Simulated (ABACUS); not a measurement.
Input and output of a self-consistent single point for SiC (Cm, 2 atoms in the cell; from Materials Project mp-8062, changed as shown) (ABACUS).

Computed with PBE, PseudoDojo 0.5 standard norm-conserving PBE (tails mended) pseudopotentials (plane waves; ABACUS).

The change in words: lattice vector b scaled by 1.02. Reference geometry (F-43m):
```yaml
crystal:
  lattice:
    - [0.00000, 2.17699, 2.17699]
    - [2.17699, 0.00000, 2.17699]
    - [2.17699, 2.17699, 0.00000]
  atoms:
    - { symbol: Si, position: [0.25000, 0.25000, 0.25000] }
    - { symbol: C, position: [0.00000, 0.00000, 0.00000] }
```

Reference input (self-consistent single point, DFT, PBE, plane waves, PseudoDojo 0.5 standard norm-conserving PBE (tails mended) pseudopotentials): KPT = Gamma 10 10 10 0 0 0; basis_type = pw; ecutwfc = 82 Ry; smearing_method = fd; smearing_sigma = 0.00367493 Ry; potentials = PseudoDojo 0.5 standard norm-conserving PBE (tails mended); symmetry = 1; symmetry_prec = 1e-05; ks_solver = dav_subspace; scf_nmax = 100; scf_thr = 1.0e-09 Ry; mixing_type = broyden. This run's input differs from it in these lines:

```diff
@@ -28,3 +28,3 @@
    0.0000000000    2.1769950000    2.1769950000
-   2.1769950000    0.0000000000    2.1769950000
+   2.2205350000    0.0000000000    2.2205350000
    2.1769950000    2.1769950000    0.0000000000
@@ -37,3 +37,3 @@
 1
-   2.0569621623    2.0569621623    2.0569621623
+   2.0775318312    2.0569621623    2.0775318312
```

Output (repeated stretches shortened):

```
 SELF-CONSISTENT
 -------------------------------------------
                                 init_chg = atomic

 PW ALGORITHM --------------- ION=   1  ELEC=   1--------------------------------

 Density error is 0.429172097226
                          Error Threshold = 0.01
 E_KohnSham     -20.4048692923       -277.6224893211
 E_Fermi        0.6752555145         9.1873226026

 PW ALGORITHM --------------- ION=   1  ELEC=   2--------------------------------

 Density error is 0.091386778979
                          Error Threshold = 0.00536465121532
 E_KohnSham     -20.5221188830       -279.2177518420
   [... lines left out ...]

 Density error is 1.36992761785e-08
                          Error Threshold = 9.383152945e-09
 E_KohnSham     -20.5393228508       -279.4518238318
 E_Fermi        0.7338798730         9.9849479205

 PW ALGORITHM --------------- ION=   1  ELEC=   7--------------------------------

 Density error is 5.81636911114e-10
                          Error Threshold = 1.71240952232e-10
 E_KohnSham     -20.5393228536       -279.4518238704
 E_KS(sigma->0) -20.5393228528       -279.4518238594
 E_entropy(-TS) -0.0000000016        -0.0000000220
 E_Fermi        0.7338861556         9.9850333993
 charge density convergence is achieved
 final etot is -279.45182387 eV
 EFERMI = 9.9850333993 eV

 STATE ENERGY(eV) AND OCCUPATIONS    NSPIN == 1
   [... 11 lines left out ...]

 TOTAL-FORCE (eV/Angstrom)
                       Si1         0.0640827741        -0.1435243292         0.0640827741
                        C1        -0.0640827741         0.1435243292        -0.0640827741

 TOTAL-STRESS (KBAR)
       -11.7328425742        25.5249300694       -51.5882522503
        25.5249300694        13.1606258691        25.5249300694
       -51.5882522503        25.5249300694       -11.7328425742
 TOTAL-PRESSURE: -3.435020 KBAR

 --------------------------------------------
 !FINAL_ETOT_IS -279.4518238703948896 eV
 --------------------------------------------
```

The run converged in 7 iterations. Against the reference run the free energy goes up by 3.4 meV/atom, the pressure goes from 3.85 to -0.34 GPa, the largest force goes from 0.000 to 0.170 eV/Å and the gap on the mesh goes from 1.360 to 1.249 eV.

The structure comes from a collection of computed structures, made at another level of theory; the collection holds predicted forms beside known ones.

Cost on one core: around 90 core-seconds (rough).

“Tails mended”: in these copies of the files the far tail of each local potential was reset to the Coulomb form.
